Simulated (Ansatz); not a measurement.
The elements of this relaxed trial crystal are hidden behind letters.

```
lattice vectors (Å)
  -2.1815    2.1815    3.3757
   2.1815   -2.1815    3.3757
   2.1815    2.1815   -3.3757
fractional positions
X 0.0000 0.0000 0.0000
Z 0.2500 0.7500 0.5000
Z 0.7500 0.2500 0.5000
Z 0.4433 0.4433 0.0000
Z 0.5567 0.5567 0.0000
```

Theory: Ansatz 0.2.0, DFT PBE, scalar-relativistic, plane waves, PAW. Plane waves to 420 eV, a 10×10×10 mesh through Γ for the 5-atom cell and 0.02 eV Gaussian smearing; no spin polarisation.

| Quantity | Value |
| --- | --- |
| Space group | I4/mmm (No. 139) |
| Conventional cell | a = 4.363 Å, c = 6.751 Å |
| Volume per atom | 12.85 Å³ |
| Density | 3.65 g/cm³ |
| Energy over the elements | −0.280 eV/atom |
| Gap on the 10×10×10 mesh of the 5-atom cell | 2.35 eV |

Energies are uncorrected and count from the elements' standard states at the same level.

Question: X is an s-block element of period 6 and Z is an s-block element of period 1. Which elements are they?

Answer: X = Ba, Z = H, so the formula is BaH4. Density times volume gives a mean mass of 3.65 × 12.85/1.6605 = 28.2 u per atom, and this set has 28.3 u. Among the elements that the hints allow, only these give it. Around Ba lie 8 H at 2.76 Å and 10 H at 2.99–3.11 Å; H on a site of symmetry -4m2 is surrounded by 4 H at 2.54 Å, 4 Ba at 2.76 Å and 8 H at 3.01–3.09 Å; H on a site of symmetry 4mm is surrounded by 1 H at 0.77 Å, 4 H at 2.54 Å, 5 Ba at 2.99–3.11 Å and 4 H at 3.01 Å.

Kohn–Sham gaps at this level usually fall short of measured ones. A later test with randomly moved atoms ended 3 meV/atom lower, in R-3m at a loose tolerance, which is no clear verdict on its stability.
